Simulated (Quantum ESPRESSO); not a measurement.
# Si3AlC3N: one run as intended and one with a planted mistake

A calculation, not a measurement. The program is pw.x of Quantum ESPRESSO 7.5 (plane-wave density functional theory). The cell is made up: 8 atoms on a wurtzite lattice, with randomly drawn elements, strain and displacements, not relaxed. PseudoDojo standard norm-conserving files (v0.5 for PBE, v0.4.1 for LDA and PBEsol) set the functional; there is no spin polarisation, spin-orbit coupling or dispersion term, and the masses in the input are unused placeholders.

Intended input:

```
&control calculation='scf', pseudo_dir='./dojo.nc.sr.pbe.v0_5.standard.upf', outdir='./o', disk_io='medium', tprnfor=.true., tstress=.true. /
&system ibrav=0, nat=8, ntyp=4, nbnd=22, ecutwfc=84.00895049, nosym=.true., tot_charge=0,
 occupations='smearing', smearing='fd', degauss=0.0018374661
/
&electrons conv_thr=7.350e-09, electron_maxstep=60, /
ATOMIC_SPECIES
Al 1.0 Al.upf
C 1.0 C.upf
N 1.0 N.upf
Si 1.0 Si.upf
CELL_PARAMETERS angstrom
3.1551 0.0 0.0
0.0 5.4649 0.0
0.0 0.0 5.1524
ATOMIC_POSITIONS angstrom
Si 0.1033 -0.0235 0.054
Si 1.6704 2.7671 0.0633
Al 1.7493 0.9855 2.4969
Si -0.1001 3.6217 2.5366
C 0.0456 0.1472 1.8739
C 1.6822 2.75 1.9715
N 1.5254 0.86 4.6152
C 0.0037 3.6741 4.5746
K_POINTS automatic
6 4 4 1 1 1
```

The log is shortened where brackets say so; the opening notice, blank lines, dates and the lines on written files are dropped, and the path of the files is cut. It prints rydbergs, bohrs and kilobars, and counts compression as positive stress. Where no state is partly filled, the Fermi energy that it prints is only some level between the filled and the empty states on the mesh, and need not lie in the true gap.

Log of the intended run:

```
     Program PWSCF v.7.5
     Parallel version (MPI & OpenMP), running on       1 processor cores
     Number of MPI processes:                 1
     Threads/MPI process:                     1
     [start-up lines left out]
     bravais-lattice index     =            0
     lattice parameter (alat)  =       5.9623  a.u.
     unit-cell volume          =     599.5170 (a.u.)^3
     number of atoms/cell      =            8
     number of atomic types    =            4
     number of electrons       =        32.00
     number of Kohn-Sham states=           22
     kinetic-energy cutoff     =      84.0090  Ry
     charge density cutoff     =     336.0358  Ry
     scf convergence threshold =      7.3E-09
     mixing beta               =       0.7000
     number of iterations used =            8  plain     mixing
     Exchange-correlation= PBE
                           (   1   4   3   4   0   0   0)
     [axes and pseudopotential details left out]
   Cartesian axes
     site n.     atom                  positions (alat units)
         1        Si     tau(   1) = (   0.0327406  -0.0074483   0.0171151  )
         2        Si     tau(   2) = (   0.5294285   0.8770245   0.0200628  )
         3        Al     tau(   3) = (   0.5544357   0.3123514   0.7913854  )
         4        Si     tau(   4) = (  -0.0317264   1.1478875   0.8039682  )
         5        C      tau(   5) = (   0.0144528   0.0466546   0.5939273  )
         6        C      tau(   6) = (   0.5331685   0.8716047   0.6248613  )
         7        N      tau(   7) = (   0.4834712   0.2725746   1.4627746  )
         8        C      tau(   8) = (   0.0011727   1.1644956   1.4499065  )
     number of k points=    48  Fermi-Dirac smearing, width (Ry)=  0.0018
                       cart. coord. in units 2pi/alat
        k(    1) = (   0.0833333   0.0721674   0.0765444), wk =   0.0416667
        k(    2) = (   0.0833333   0.0721674   0.2296333), wk =   0.0416667
     [further k points left out]
     Dense  grid:    62295 G-vectors     FFT dimensions: (  36,  64,  60)
     Estimated max dynamical RAM per process >      72.56 MB
     Initial potential from superposition of free atoms
     starting charge      31.9956, renormalised to      32.0000
     Starting wfcs are   32 randomized atomic wfcs
     total cpu time spent up to now is        8.4 secs
     per-process dynamical memory:    56.7 Mb
     Self-consistent Calculation
     iteration #  1     ecut=    84.01 Ry     beta= 0.70
     Davidson diagonalization with overlap
     ethr =  1.00E-02,  avg # of iterations =  3.0
     total cpu time spent up to now is       24.7 secs
     total energy              =     -86.15230594 Ry
     estimated scf accuracy    <       2.10405908 Ry
     iteration #  2     ecut=    84.01 Ry     beta= 0.70
     Davidson diagonalization with overlap
     ethr =  6.58E-03,  avg # of iterations =  2.0
     total cpu time spent up to now is       41.1 secs
     total energy              =     -86.66069412 Ry
     estimated scf accuracy    <       1.42218261 Ry
     [iterations 3 to 10 left out]
     iteration # 11     ecut=    84.01 Ry     beta= 0.70
     Davidson diagonalization with overlap
     ethr =  1.36E-09,  avg # of iterations =  2.0
     total cpu time spent up to now is      167.9 secs
     total energy              =     -86.98144922 Ry
     estimated scf accuracy    <       0.00000004 Ry
     iteration # 12     ecut=    84.01 Ry     beta= 0.70
     Davidson diagonalization with overlap
     ethr =  1.20E-10,  avg # of iterations =  2.1
     total cpu time spent up to now is      185.5 secs
     End of self-consistent calculation
     [lines on levels left out]
     the Fermi energy is     9.8515 ev
!    total energy              =     -86.98144924 Ry
     estimated scf accuracy    <          3.4E-09 Ry
     smearing contrib. (-TS)   =      -0.00000000 Ry
     internal energy E=F+TS    =     -86.98144924 Ry
     The total energy is F=E-TS. E is the sum of the following terms:
     one-electron contribution =      11.95653252 Ry
     hartree contribution      =      13.56285544 Ry
     xc contribution           =     -30.82770397 Ry
     ewald contribution        =     -81.67313323 Ry
     convergence has been achieved in  12 iterations
     Forces acting on atoms (cartesian axes, Ry/au):
     atom    1 type  4   force =    -0.05198555    0.01961909    0.04625767
     atom    2 type  4   force =    -0.05948915   -0.02834458    0.01932973
     atom    3 type  1   force =    -0.11972064   -0.05540445    0.06316350
     atom    4 type  4   force =     0.15620703    0.12677225    0.02999770
     atom    5 type  2   force =     0.09322397   -0.15213328   -0.00363450
     atom    6 type  2   force =    -0.13160660    0.06389359   -0.06050275
     atom    7 type  3   force =     0.07306224    0.06037683   -0.04073676
     atom    8 type  2   force =     0.04030869   -0.03477945   -0.05387458
     Total force =     0.382098     Total SCF correction =     0.000094
     Computing stress (Cartesian axis) and pressure
          total   stress  (Ry/bohr**3)                   (kbar)     P=      -27.51
   0.00010388   0.00010285  -0.00011180           15.28       15.13      -16.45
   0.00010285  -0.00019158   0.00009898           15.13      -28.18       14.56
  -0.00011180   0.00009898  -0.00047340          -16.45       14.56      -69.64
     init_run     :      8.07s CPU      8.22s WALL (       1 calls)
     electrons    :    168.03s CPU    177.15s WALL (       1 calls)
     forces       :      3.50s CPU      3.54s WALL (       1 calls)
     stress       :     11.96s CPU     12.03s WALL (       1 calls)
     [timing details left out]
     PWSCF        :   3m11.77s CPU   3m21.26s WALL
     JOB DONE.
```

A second run has one planted mistake: the files are those of another functional. The input lines that differ, file-writing options aside:

```
- &control calculation='scf', pseudo_dir='./dojo.nc.sr.pbe.v0_5.standard.upf', outdir='./o', disk_io='medium', tprnfor=.true., tstress=.true. /
+ &control calculation='scf', pseudo_dir='./dojo.nc.sr.lda.v0_4_1.standard.upf', outdir='./o', disk_io='medium', tprnfor=.true., tstress=.true. /
```

Its log:

```
     Program PWSCF v.7.5
     Parallel version (MPI & OpenMP), running on       1 processor cores
     Number of MPI processes:                 1
     Threads/MPI process:                     1
     [start-up lines left out]
     bravais-lattice index     =            0
     lattice parameter (alat)  =       5.9623  a.u.
     unit-cell volume          =     599.5170 (a.u.)^3
     number of atoms/cell      =            8
     number of atomic types    =            4
     number of electrons       =        32.00
     number of Kohn-Sham states=           22
     kinetic-energy cutoff     =      84.0090  Ry
     charge density cutoff     =     336.0358  Ry
     scf convergence threshold =      7.3E-09
     mixing beta               =       0.7000
     number of iterations used =            8  plain     mixing
     Exchange-correlation= SLA  PW   NOGX NOGC
                           (   1   4   0   0   0   0   0)
     [axes and pseudopotential details left out]
   Cartesian axes
     site n.     atom                  positions (alat units)
         1        Si     tau(   1) = (   0.0327406  -0.0074483   0.0171151  )
         2        Si     tau(   2) = (   0.5294285   0.8770245   0.0200628  )
         3        Al     tau(   3) = (   0.5544357   0.3123514   0.7913854  )
         4        Si     tau(   4) = (  -0.0317264   1.1478875   0.8039682  )
         5        C      tau(   5) = (   0.0144528   0.0466546   0.5939273  )
         6        C      tau(   6) = (   0.5331685   0.8716047   0.6248613  )
         7        N      tau(   7) = (   0.4834712   0.2725746   1.4627746  )
         8        C      tau(   8) = (   0.0011727   1.1644956   1.4499065  )
     number of k points=    48  Fermi-Dirac smearing, width (Ry)=  0.0018
                       cart. coord. in units 2pi/alat
        k(    1) = (   0.0833333   0.0721674   0.0765444), wk =   0.0416667
        k(    2) = (   0.0833333   0.0721674   0.2296333), wk =   0.0416667
     [further k points left out]
     Dense  grid:    62295 G-vectors     FFT dimensions: (  36,  64,  60)
     Estimated max dynamical RAM per process >      72.56 MB
     Initial potential from superposition of free atoms
     starting charge      31.9960, renormalised to      32.0000
     Starting wfcs are   32 randomized atomic wfcs
     total cpu time spent up to now is        5.9 secs
     per-process dynamical memory:    56.7 Mb
     Self-consistent Calculation
     iteration #  1     ecut=    84.01 Ry     beta= 0.70
     Davidson diagonalization with overlap
     ethr =  1.00E-02,  avg # of iterations =  3.0
     total cpu time spent up to now is       16.1 secs
     total energy              =     -86.46771341 Ry
     estimated scf accuracy    <       2.15740616 Ry
     iteration #  2     ecut=    84.01 Ry     beta= 0.70
     Davidson diagonalization with overlap
     ethr =  6.74E-03,  avg # of iterations =  2.0
     total cpu time spent up to now is       25.2 secs
     total energy              =     -86.98884698 Ry
     estimated scf accuracy    <       1.58653909 Ry
     [iterations 3 to 10 left out]
     iteration # 11     ecut=    84.01 Ry     beta= 0.70
     Davidson diagonalization with overlap
     ethr =  1.40E-09,  avg # of iterations =  2.0
     total cpu time spent up to now is      112.2 secs
     total energy              =     -87.34453175 Ry
     estimated scf accuracy    <       0.00000004 Ry
     iteration # 12     ecut=    84.01 Ry     beta= 0.70
     Davidson diagonalization with overlap
     ethr =  1.31E-10,  avg # of iterations =  2.1
     total cpu time spent up to now is      120.9 secs
     End of self-consistent calculation
     [lines on levels left out]
     the Fermi energy is     9.5573 ev
!    total energy              =     -87.34453176 Ry
     estimated scf accuracy    <          3.1E-09 Ry
     smearing contrib. (-TS)   =      -0.00000000 Ry
     internal energy E=F+TS    =     -87.34453176 Ry
     The total energy is F=E-TS. E is the sum of the following terms:
     one-electron contribution =      11.71413582 Ry
     hartree contribution      =      13.42475078 Ry
     xc contribution           =     -30.81028513 Ry
     ewald contribution        =     -81.67313323 Ry
     convergence has been achieved in  12 iterations
     Forces acting on atoms (cartesian axes, Ry/au):
     atom    1 type  4   force =    -0.04782111    0.02229930    0.04579462
     atom    2 type  4   force =    -0.05725554   -0.02840140    0.01960357
     atom    3 type  1   force =    -0.11448595   -0.05314588    0.05815073
     atom    4 type  4   force =     0.14969684    0.12091990    0.02854222
     atom    5 type  2   force =     0.08757495   -0.14739361   -0.00610489
     atom    6 type  2   force =    -0.12461480    0.06199892   -0.05957077
     atom    7 type  3   force =     0.06885938    0.05757660   -0.03582105
     atom    8 type  2   force =     0.03804623   -0.03385384   -0.05059443
     Total force =     0.365178     Total SCF correction =     0.000070
     Computing stress (Cartesian axis) and pressure
          total   stress  (Ry/bohr**3)                   (kbar)     P=     -103.87
  -0.00044323   0.00007439  -0.00009681          -65.20       10.94      -14.24
   0.00007439  -0.00071474   0.00009192           10.94     -105.14       13.52
  -0.00009681   0.00009192  -0.00096031          -14.24       13.52     -141.27
     init_run     :      4.88s CPU      5.85s WALL (       1 calls)
     electrons    :    102.85s CPU    114.98s WALL (       1 calls)
     forces       :      1.43s CPU      1.45s WALL (       1 calls)
     stress       :      5.36s CPU      5.40s WALL (       1 calls)
     [timing details left out]
     PWSCF        :   1m54.64s CPU   2m 7.86s WALL
     JOB DONE.
```

|  | intended run | run with the mistake |
| --- | --- | --- |
| free energy (eV) | -1183.443 | -1188.383 |
| smearing term -TS (eV) | 0.0000 | 0.0000 |
| pressure (GPa) | -2.75 | -10.39 |
| largest force component (eV/Å) | 4.016 | 3.849 |
| largest change of a force component (eV/Å) |  | 0.180 |
| iterations | 12 | 12 |

For scale, a rerun of the intended cell at 1437 eV and a 8 x 6 x 6 mesh moved values by no more than 0.003 eV in energy, 0.07 GPa in stress and 0.004 eV/Å in force. Files of another functional have another zero of energy, so the energy change says nothing on stability.